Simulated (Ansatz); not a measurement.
A trial cell of W3C2, before relaxation:

```
CELL_PARAMETERS angstrom
2.25098 1.29960 4.77514
-2.25098 1.29960 4.77514
0.00000 -2.59920 4.77514
ATOMIC_POSITIONS crystal
W 0.40500 0.40500 0.40500
W 0.59500 0.59500 0.59500
W 0.00000 0.00000 0.00000
C 0.80130 0.80130 0.80130
C 0.19870 0.19870 0.19870
```

Computed with DFT PBE, scalar-relativistic, plane waves, PAW in Ansatz 0.2.0. Cutoff 420 eV, Gaussian smearing, Γ-centred meshes. Cell and atoms relax first on a coarse mesh and then on a finer one. In between, the cell is made exact in the group found at 0.06 Å. In metals the finer mesh still leaves noise of several meV/atom or more. The steps can't lower the symmetry of their start. No spin polarisation.

A guess keeps its type if space group and coordination stay and the shape of the cell changes little (axis ratios within about 15 %, angles within 6°); the volume may change.

Question: Does this structure survive the relaxation?

Answer: It doesn't keep its type. The symmetry stays R-3m (No. 166). The volume per atom shrinks by 19.4 %, from 16.8 to 13.5 Å³. The shortest distance goes from 2.72 Å (W–W) to 1.98 Å (W–C). The ratio c/a of the conventional cell changes by a factor of 0.73. Counting neighbours within 15 % of an atom's shortest distance, the start has C 8, W 8 and the end C 2, W 1/2. In detail, at the end around W on a site of symmetry 3m lie 1 C at 1.98 Å, 7 W at 2.61–2.86 Å and 3 C at 2.85 Å; W on a site of symmetry -3m is surrounded by 2 C at 2.14 Å and 6 W at 2.73 Å; around C lie 1 W at 1.98 Å and 1 W at 2.14 Å.

```yaml
crystal:
  lattice:
    - [2.32290, 1.34113, 3.61254]
    - [-2.32290, 1.34113, 3.61254]
    - [0.00000, -2.68225, 3.61254]
  atoms:
    - { symbol: W, position: [0.37948, 0.37948, 0.37948] }
    - { symbol: W, position: [0.62052, 0.62052, 0.62052] }
    - { symbol: W, position: [0.00000, 0.00000, 0.00000] }
    - { symbol: C, position: [0.80278, 0.80278, 0.80278] }
    - { symbol: C, position: [0.19722, 0.19722, 0.19722] }
```

Formation energies are uncorrected and refer to the elements' standard structures at the same level.

Question: At what energy does it end?

Answer: +1.46 eV/atom. A positive value: parting into the elements would lower its energy.

The last run used a 12×12×12 mesh for its 5-atom cell and Gaussian smearing of 0.10 eV. These runs have no spin–orbit coupling, which can matter for W. The reference form of C is held partly by dispersion forces, which this level lacks. A structure relaxed within its symmetry needn't be a true minimum. Another cell of W3C2 relaxed alike, in Immm, lies 1.38 eV/atom lower, so this cell isn't the stable form at this level.

In counts of neighbours, a slash parts the counts of unlike sites.
